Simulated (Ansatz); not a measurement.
## MoS$_{2}$, first-principles data

MoS2:
```xyz
3
Lattice="1.5766 0.9102 5.9989 -1.5766 0.9102 5.9989 0.0000 -1.8205 5.9989" Properties=species:S:1:pos:R:3 pbc="T T T"
Mo     0.0000     0.0000    17.9922
S      0.0000     0.0000     7.5588
S      0.0000     0.0000     4.4317
```

Space group R3m (No. 160); conventional cell a = b = 3.1531 Å, c = 17.9966 Å, α = β = 90.00°, γ = 120.00°.

Method: DFT-PBE+D3(BJ) in the program Ansatz with PAW potentials. Structure relaxed to zero pressure with the same functional. Other levels are named where they apply.

### Cell and energy

* **Volume per atom**: 17.22 Å³
* **Density**: 5.15 g/cm³
* **Formation energy from the elements (no fitted shifts)**: -934 meV/atom

### Electronic structure

- Band gap: 0.77 eV (indirect)
- Valence-band maximum: at T
- Conduction-band minimum: on the Γ–S0 line, 54 % of the way from Γ (k = 0.000, 0.182, -0.185 in fractions of the reciprocal vectors) (6 equivalent valleys)
- Smallest direct gap on the standard path: 1.77 eV
- Electron effective mass: 0.50, 0.63, 0.78 mₑ (principal values)
- Hole effective mass: 0.59, 0.59, 1.0 mₑ (principal values)
- Gap with spin–orbit coupling: 0.74 eV

### Mechanics

* **Bulk modulus (Birch–Murnaghan fit)**: 45.3 GPa
* **Pressure derivative B′**: 11.1

Symmetry was held in the PBE+D3(BJ) relaxation. No spin polarisation was allowed. The references are the lowest solids computed at this level, not always the standard phases. Scalar-relativistic: spin–orbit coupling is off unless named, which matters more the heavier the elements.

Potentials: the earlier of the program's two PAW sets.
